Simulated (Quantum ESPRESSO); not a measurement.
## Calculated data, AlSiGe$_{5}$As (made-up cell)

Computed with Quantum ESPRESSO 7.5. Calculation on a made-up crystal cell, not a measurement: periodic Kohn-Sham density functional theory in plane waves with PseudoDojo standard norm-conserving scalar-relativistic pseudopotentials, each functional with its own files (v0.5 for PBE, v0.4.1 for LDA and PBEsol), no spin polarisation, no spin-orbit coupling, atoms not relaxed, stress positive in tension, energies less a fixed whole-eV offset for each atom's element; levels are Kohn-Sham levels at fractions of this cell's reciprocal vectors, counted from the reference band (half the neutral cell's valence electrons, rounded up) at Gamma; error bars cover cutoff and k-mesh only, not smearing or the files; each bar is the largest change over components, and at least 0.002 eV, 0.002 eV per angstrom or 0.02 GPa; added strain carries the atoms with the cell, and shear is the tensor component; energies are for the whole cell, and the offsets were chosen from early runs and are not element reference energies.

AlSiGe$_{5}$As (made-up cell)

```
AlSiGe5As
1.0
      5.9112     0.0000     0.0000
      0.0000     5.9112     0.0000
      0.0000     0.0000     5.9112
Ge Al As Ge Si Ge
1 1 1 3 1 1
Direct
  -0.00677 -0.01135 -0.00910
  -0.02886 0.50316 0.51646
  0.50628 0.02154 0.48302
  0.49301 0.47698 -0.00506
  0.24531 0.25438 0.24816
  0.24983 0.75626 0.76890
  0.76413 0.26800 0.76424
  0.75697 0.75773 0.26335
```

| Item | Value |
| --- | --- |
| lattice type | zincblende/diamond |
| functional | pbe |
| cutoff | 1143 eV |
| fermi dirac smearing | 0.1 eV |
| scf tolerance | 1e-07 eV |
| electrons removed | 0 |
| k mesh | 6 x 6 x 6, shifted by half a step |
| stress xy | ? |
| stress xx | ? |

Atoms:
```tsv
atoms element	atom site
Ge	1
Al	2
As	3
Ge	4
Ge	5
Ge	6
Si	7
Ge	8
```

## Withheld values
1. AlSiGe$_{5}$As (made-up cell): stress xy?
2. What stress xx does the calculation give for AlSiGe$_{5}$As (made-up cell)?
3. Give the table of forces values for AlSiGe$_{5}$As (made-up cell).

Answers
1. 0.7292 GPa
2. 3.272 GPa
3. 
Forces:
```tsv
site	x (eV/Å)	y (eV/Å)	z (eV/Å)
1	-0.09471	0.896	0.6367
2	1.591	0.4027	-0.4035
3	0.06554	-0.253	1.145
4	0.4985	0.994	0.3822
5	-1.098	0.2877	0.1689
6	0.1399	-0.7701	-1.253
7	-0.6684	-1.05	0.09015
8	-0.4341	-0.5072	-0.767
```

Further results for AlSiGe$_{5}$As (made-up cell):

| Quantity | Value |
| --- | --- |
| pressure | -3.07 GPa |
| stress yy | 3.121 GPa |
| stress zz | 2.818 GPa |
| stress yz | 1.241 GPa |
| stress xz | 1.352 GPa |
| fermi level | 0.2948 eV |
| reference band | 46 |
| error bar stress | 0.02 GPa |
| error bar force | 0.004478 eV/Å |
| error bar next band up | 0.002 eV |
| error bar fermi level | 0.006101 eV |
| error bars from | tighter rerun of this cell |

Levels:
```tsv
level k point	next band up (eV)
Gamma	0.5315
(1/2,1/2,1/2)	0.07847
(0.15,0,0)	0.495
(0,0.15,0)	0.5055
(0,0,0.15)	0.5862
```
